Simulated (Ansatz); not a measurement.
Cu Kα1 powder pattern (kinematic, no thermal factors).
2θ (°) (relative intensity): 18.88 (22), 19.81 (19), 19.81 (20), 26.82 (88), 26.83 (84), 29.43 (4), 33.57 (12), 33.58 (14), 35.20 (100), 38.30 (22), 40.24 (1), 40.25 (26), 43.03 (13), 43.48 (3), 43.49 (3), 46.95 (3), 46.95 (3), 49.03 (5), 51.83 (4), 51.84 (4), 52.99 (54), 53.01 (51), 54.89 (4), 54.90 (2), 55.27 (14), 55.30 (15), 58.96 (1), 59.30 (2), 59.33 (2), 61.07 (13), 62.12 (1), 62.48 (9), 62.50 (10), 63.88 (2), 64.54 (2), 67.26 (35), 67.90 (10), 67.91 (10), 68.91 (1), 68.92 (1), 70.55 (4), 72.54 (1), 72.84 (1), 72.85 (1), 74.43 (7), 75.38 (1), 75.41 (1), 77.60 (4), 79.18 (1), 79.22 (1), 80.12 (7), 80.15 (6), 82.01 (6), 85.13 (2), 86.63 (1), 86.94 (7), 86.96 (7), 88.18 (4), 88.23 (4)

The pattern is computed from a structure relaxed with Ansatz, DFT PBE, scalar-relativistic, plane waves, PAW. No spin polarisation. Its elements are O, Sn, Ti.

Give the structure.

Ti3SnO8.
Space group Immm (No. 71). a = 6.065 Å, b = 6.639 Å, c = 6.643 Å, α = 90.00°, β = 90.00°, γ = 90.00°
```
atom  site  symmetry       x       y       z
  Ti    4f       2mm  0.2482  0.5000  0.0000
  Ti    2b       mmm  0.5000  0.0000  0.0000
  Sn    2a       mmm  0.0000  0.0000  0.0000
   O    4i       mm2  0.0000  0.0000  0.3115
   O    4j       mm2  0.5000  0.0000  0.3083
   O    8n       ..m  0.2632  0.1996  0.0000
```

A pattern alone doesn't exclude other cells with like lines; this is the one computed.

The cell was found from a structure generator's guess, not taken from experiment.
